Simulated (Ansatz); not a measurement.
AlCr₂C:
```
CELL_PARAMETERS angstrom
      2.81250     0.00000     0.00000
     -1.40625     2.43570     0.00000
      0.00000     0.00000    12.59488
ATOMIC_POSITIONS crystal
  Al 0.66667 0.33333 0.25000
  Al 0.33333 0.66667 0.75000
  Cr 0.33333 0.66667 0.41567
  Cr 0.66667 0.33333 0.58433
  Cr 0.66667 0.33333 0.91567
  Cr 0.33333 0.66667 0.08433
  C  0.00000 0.00000 0.50000
  C  0.00000 0.00000 0.00000
```

This is the PBEsol-relaxed structure.

**Question.** All from the program Ansatz at the PBEsol level (PAW), unless another level is named. Give the highest zone-centre frequency.

**Answer.** 698 cm^-1.

**Question.** Next, the Poisson's ratio?

**Answer.** 0.21.

Space group P6_3/mmc. Symmetry was held in the PBEsol relaxation; of distortions, only those at the zone centre were tested. The run is not spin-polarised. As this level gives no gap, phonon frequencies hold no LO–TO term and depend on the k-mesh and smearing (Fermi–Dirac, 0.1 eV here).

Potentials: the earlier of the program's two PAW sets.
